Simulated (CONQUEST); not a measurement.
Input and output of a self-consistent single point for CsPbCl3 (P4/mmm, 5 atoms in the cell; from Materials Project mp-23037, changed as shown) (CONQUEST).

All values come from this method and carry its errors: PBE, numerical atomic orbitals double-zeta with polarisation (the shipped basis), PseudoDojo norm-conserving potentials made for PBE in CONQUEST 1.3.

The change in words: lattice vector a scaled by 0.99. Reference geometry (Pm-3m):
```
CELL_PARAMETERS angstrom
      5.74232     0.00000     0.00000
      0.00000     5.74232     0.00000
      0.00000     0.00000     5.74232
ATOMIC_POSITIONS crystal
  Cs 0.00000 0.00000 0.00000
  Pb 0.50000 0.50000 0.50000
  Cl 0.00000 0.50000 0.50000
  Cl 0.50000 0.00000 0.50000
  Cl 0.50000 0.50000 0.00000
```

Reference input (self-consistent single point, DFT, PBE, numerical atomic orbitals double-zeta with polarisation (the shipped basis), PseudoDojo norm-conserving potentials made for PBE): basis = DZP; Diag.MPMeshX, Y, Z = 4 4 4; potentials = PseudoDojo norm-conserving PBE; Grid.GridCutoff = 140 Ha; DM.SolutionMethod = diagon; Diag.kT = 0.0001 Ha; Diag.GammaCentred = true; minE.SCTolerance = 1.0e-07; SC.MaxIters = 100; SC.LinearMixingFactor = 0.3; AtomMove.TypeOfRun = static. This run's input differs from it in these lines:

```diff
@@ -29,3 +29,3 @@
 # file: input.coords
-    10.851408341      0.000000000      0.000000000
+    10.742894597      0.000000000      0.000000000
      0.000000000     10.851408341      0.000000000
```

Output (repeated stretches shortened):

```
    new_SC_potl: Starting.  Tolerance:  0.10000E-06

    PulayMixSC: Starting Pulay mixing, A_up =  0.300 A_dn =  0.300
    PulayMixSC: Spin non-polarised calculation.
          Harris-Foulkes Energy            :      -143.235039394886002 Ha
          (TS=0 as O(N) or entropic contribution is negligible)
          DFT Total Energy                 :      -143.158154187440743 Ha
          Total number of electrons        :        44.000000000000028
    PulayMixSC: Pulay iteration     1 residual:              0.18892E-02
          Harris-Foulkes Energy            :      -143.203049282216625 Ha
   [... lines left out ...]
          (TS=0 as O(N) or entropic contribution is negligible)
          DFT Total Energy                 :      -143.197138349466655 Ha
          Total number of electrons        :        44.000023986162681
    PulayMixSC: Pulay iteration    10 residual:              0.10220E-06
          Harris-Foulkes Energy            :      -143.197138349466343 Ha
          (TS=0 as O(N) or entropic contribution is negligible)
          DFT Total Energy                 :      -143.197138349463586 Ha
          Total number of electrons        :        44.000023981361018
    PulayMixSC: Pulay iteration    11 residual:              0.15281E-07
    PulayMixSC: Reached SCF tolerance of  0.15281E-07 after     11 iterations
      | Number of electrons      =        44.000024
      |* band energy as 2Tr[K.H] =       -23.845777743654601 Ha
      |  screened ion-ion energy =      -107.302256202311924 Ha
      |  Ha correction           =         0.468631123285230 Ha
      |  XC correction           =       -12.517735990972119 Ha
      |* Harris-Foulkes energy   =      -143.197138349466343 Ha
      |* DFT total energy        =      -143.197138349463586 Ha
      |  estimated accuracy      =        -0.000000000002757 Ha

    force: Forces on atoms (Ha/a0)
    force:  Atom   X              Y              Z
    force:     1  -0.0000000000  -0.0000000000  -0.0000000000
   [... zero for the other atoms too ...]

    force: Maximum force :        0.00000000(Ha/a0) on atom         5 in z direction
    force: Force Residual:        0.00000000 Ha/a0
    force: Total stress:         -0.60638806    -0.12598116    -0.12598116 GPa
    force: Average pressure:      0.28611679 GPa

    force: Finished force
    get_E_and_F: Change in energy during last step of electronic optimisation: -0.19440E-10
```

The run converged in 11 iterations. CONQUEST prints the stress tensor with tension positive. Against the reference run the free energy is nearly the same (within 1 meV/atom), the pressure goes from 0.04 to 0.29 GPa and the gap on the mesh goes from 2.230 to 2.173 eV.

Spin-orbit coupling is left out, which matters for bands and gaps with elements this heavy. The program uses no crystal symmetry, so grid and mesh can part values that symmetry would make equal. The atom-centred basis is finite, which shifts total energies, pressures and gaps against plane waves. The structure comes from a collection of computed structures, made at another level of theory; the collection holds predicted forms beside known ones. Its lattice was then scaled.

Cost on one core: about 60 core-seconds (a rough figure).
